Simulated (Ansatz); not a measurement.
Starting cell, Si (diamond):

```
Si
1.0
    0.00000     2.73515     2.73515
    2.73515     0.00000     2.73515
    2.73515     2.73515     0.00000
Si
2
Direct
  0.50000   0.50000   0.50000
  0.75000   0.75000   0.75000
```

The atoms are displaced by Q × the pattern below (from a DFPT mode at Γ, largest move 1; Q in Å), at fixed cell. It is one choice among 3 degenerate patterns.

| atom | x | y | z |
|---|---|---|---|
| Si1 | 0.000 | 0.000 | 1.000 |
| Si2 | 0.000 | 0.000 | -1.000 |

The numbers are results of PBE (plane waves to 420 eV, PAW, scalar-relativistic; Ansatz, an electronic-structure program), not measurements. k mesh 10×10×10 (Γ-centred), Fermi-Dirac smearing 0.05 eV. The energy includes the smearing's −TS. As the smearing reaches across the gap at some points, energies and forces of such displacements shift with the k mesh and the smearing. Si was relaxed with its symmetry unable to fall. The zero of ΔE is the undisplaced structure.

**Question.** What ΔE (eV/cell) does the calculation give at Q (Å) = -0.100, -0.050, -0.017, 0.017, 0.033, 0.067?

**Answer.** 
```json
[
 {"Q (Å)": "-0.100", "ΔE (eV/cell)": "0.252"},
 {"Q (Å)": "-0.050", "ΔE (eV/cell)": "0.065"},
 {"Q (Å)": "-0.017", "ΔE (eV/cell)": "0.007"},
 {"Q (Å)": "0.017", "ΔE (eV/cell)": "0.007"},
 {"Q (Å)": "0.033", "ΔE (eV/cell)": "0.029"},
 {"Q (Å)": "0.067", "ΔE (eV/cell)": "0.114"}
]
```

(A displaced cell: forces are minus the slopes of the energy, force constants its curvatures, and phonons follow from these.)
